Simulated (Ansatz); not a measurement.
PbO:
```xyz
4
Lattice="4.0343 0.0000 0.0000 0.0000 4.0343 0.0000 0.0000 0.0000 4.9952" Properties=species:S:1:pos:R:3 pbc="T T T"
Pb     2.0172     0.0000     1.1872
Pb     0.0000     2.0172     3.8080
O      0.0000     0.0000     0.0000
O      2.0172     2.0172     0.0000
```

Relaxed with PBE+D3(BJ).

Task: Give the Bader charges and basin volumes of the independent atoms, DFT-PBE+D3(BJ) in the program Ansatz with PAW potentials.

Result: 

```json
[
 {"atom": "Pb1", "Bader charge (e)": "+1.16", "Bader volume (Å³)": "26.4"},
 {"atom": "O3", "Bader charge (e)": "-1.16", "Bader volume (Å³)": "14.2"}
]
```

Space group P4/nmm. The PBE+D3(BJ) relaxation kept the symmetry of its start. Scalar-relativistic: spin–orbit coupling is off unless named, which matters more the heavier the elements.

Potentials: the later of the program's two PAW sets.
